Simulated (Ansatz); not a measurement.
GaSb single point

Input file of Ansatz 0.2.0:

```yaml
crystal:
  lattice:
    - [0.0, 3.093996, 3.093996]
    - [3.093996, 0.0, 3.093996]
    - [3.093996, 3.093996, 0.0]
  atoms:
    - { symbol: Ga, position: [0.0, 0.0, 0.0] }
    - { symbol: Sb, position: [0.25, 0.25, 0.25] }
  symmetry: { tolerance: 0.0003 }
kpoints:
  mp_grid: { grid: [8, 8, 8], shift: [0, 0, 0] }
  band_path:
    path:
      - [0.0, 0.0, 0.0]
      - [-0.5, -0.5, 0.0]
      - [-0.375, -0.375, 0.25]
      - [-0.375, 0.0, 0.375]
      - [0.0, 0.0, 0.0]
      - [0.0, 0.0, 0.5]
      - [-0.5, -0.25, 0.25]
      - [-0.5, -0.5, 0.0]
    npoints: 10
magnetization:
  noncollinear: true
  spin_orbit: true
scf:
  occupations: { method: gaussian, width: 0.2406 }
  lower_state_search: "off"
  max_iter: 200
hamiltonian:
  pseudopotentials: { kind: paw_fr }
  xc: r2scan
basis:
  ecutwfc: 500
  fft_grid_basis: typed
output:
  forces: true
  stress: true
  eigenvalues: true
  bader: true
  populations: true
  elf: true
  write_potential: true
  volumetric_format: npy
  dos:
    e_range: [-12, 8]
    de: 0.05
    projected: { site_lists: { Ga: [Ga], Sb: [Sb] } }
    method: { smearing: { sigma: 0.1, scheme: gaussian } }
checkpoint:
  read: saved_state
```

Launched with:

```sh
ansatz run input.yaml --threads 2 --pin off --max-ram 5120MiB --backend cpu --events-out ev --progress --plain --runs-dir out
```

The run starts from an earlier solution of this cell. The state carries no moments; the state need not be the lowest.

Output (shortened):

```
Pseudopotentials: kind: paw_fr
Pseudopotential: Ga, paw_fr, valence charge 13, recommended cutoff 500 eV (meta_gga), Ga.paw.azcp#standard-fr
Pseudopotential: Sb, paw_fr, valence charge 15, recommended cutoff 500 eV (meta_gga), Sb.paw.azcp#standard-fr
Functional definition: r2SCAN
  exchange = r2scan_x(k0 = k0, k1 = k1, a1 = a1)
  correlation = r2scan_c
Crystal: 2 atoms, lattice volume = 59.236 Å³
Basis set: ecut = 500 eV, 1459 PW (Γ), exchange–correlation on 128×128×128 points (64 copies of the dense FFT grid, shifted against one another)
Bands: 36, of which v1, the nominal top of the filled ones, is band 28 counted from 1 (27 counted from 0)
Symmetry: 24 space group operations + 24 with time reversal
Magnetic group: BNS 216.75 (UNI 1577), of the structure as read, at distance tolerance 1.2e-3 Å
k-points: 29 of 512 (time reversal used)
Initial density: read from a saved state, or passed on in memory by an earlier SCF of this step, an earlier step, the calling program or the single point that the run made first
Functional: x = r2scan, c = r2scan; τ floored in thin density (d = 2e-4 eV/Å³)
SCF iter   1: F=-10276.5820 eV  Δρ=2.28e-3  dr2=9.15e-4  dr2_τ=3.63e-5  dr2_m=0.00e0 (ungated)  |M|=0.00e0 ∫|m|=0.00e0 μB
SCF iter   2: F=-10276.5825 eV  Δρ=1.51e-3  dr2=2.96e-4  dr2_τ=1.48e-5  dr2_m=0.00e0 (ungated)  |M|=0.00e0 ∫|m|=0.00e0 μB
SCF iter   3: F=-10276.5826 eV  Δρ=5.92e-4  dr2=3.53e-5  dr2_τ=2.81e-6  dr2_m=0.00e0 (ungated)  |M|=0.00e0 ∫|m|=0.00e0 μB
SCF iter   4: F=-10276.5826 eV  Δρ=6.31e-5  dr2=3.34e-7  dr2_τ=3.51e-8  dr2_m=0.00e0 (ungated)  |M|=0.00e0 ∫|m|=0.00e0 μB
SCF iter   5: F=-10276.5826 eV  Δρ=1.96e-5  dr2=3.98e-8  dr2_τ=3.75e-9  dr2_m=0.00e0 (ungated)  |M|=0.00e0 ∫|m|=0.00e0 μB
Magnetization: |M| = 0.0000 μB,  M = (+0.0000, +0.0000, +0.0000) μB
Absolute magnetization: 0.0000 μB (∫|m|)
  site 0: m = (+0.0000, +0.0000, +0.0000) μB, |m| = 0.0000 μB  (R = 1.11 Å)
  site 1: m = (+0.0000, +0.0000, +0.0000) μB, |m| = 0.0000 μB  (R = 1.11 Å)
Free energy (F): -10276.5826 eV
Harris-Foulkes:  -10276.5826 eV  (|F-HF|=4.62e-7)
Internal energy: -10276.5813 eV  (E = F + TS)
E sigma→0 (E₀):  -10276.5820 eV
Entropy (-TS):   -0.0013 eV (-0.634 meV/atom)
Fermi energy:    7.3770 eV
--- Per-component energies (eV) ---
  E_band       = -289.6324
  E_kinetic    = 320.8181
  E_local      = -3962.6222  (includes V_loc(G=0)·N_el)
  E_nonlocal   = 790.6623
  E_hartree    = 1823.0645
  E_xc         = -189.0042
  E_vxc        = -161.2331  (∫ρ·V_xc dr)
  E_paw        = -6593.6678  (= ΣΔE_a)
  E_vpaw       = -933.4544  (= ΣTr[D̂ρ^β])
  E_aug_tail   =  0.0000  (compensation charges beyond the density's cutoff)
  E_vtau       = 10.0701  (kinetic-family band-sum trace: ∫τ·v_τ [+ j·A + Jᵃ·Aᵃ] dr)
  E_ewald      = -2465.7106
  E_core_change = -0.1214  (= ΣΔE_core)
  E_smearing   = -0.0013  (= −TS)
--- Stress (GPa, compression-positive) ---
       -1.3019       0.0000       0.0000
        0.0000      -1.3019       0.0000
        0.0000       0.0000      -1.3019
  P = ⅓ Tr σ = -1.3019 GPa (-13.019 kbar)
--- Löwdin populations: 2 sites ---
  site symbol       q [e]
     0     Ga     13.2697
     1     Sb     14.6859
  spilling = 0.0016 (of n_electrons = 28.0000)
--- Bader charges: 2 sites ---
  site symbol  charge [e]  shift [e]  m_x [muB]  m_y [muB]  m_z [muB]
     0     Ga      0.3763     0.0006     0.0000     0.0000     0.0000
     1     Sb     -0.3763     0.0006     0.0000     0.0000     0.0000
```

Origin: a database entry at a rescaled volume. Caveats: wide smearing.

Task: What did the run cost?

Result: Run time, from a saved density: 39 s on 2 threads of Arm Neoverse V2, with other jobs on the host, peak memory 0.72 GiB.
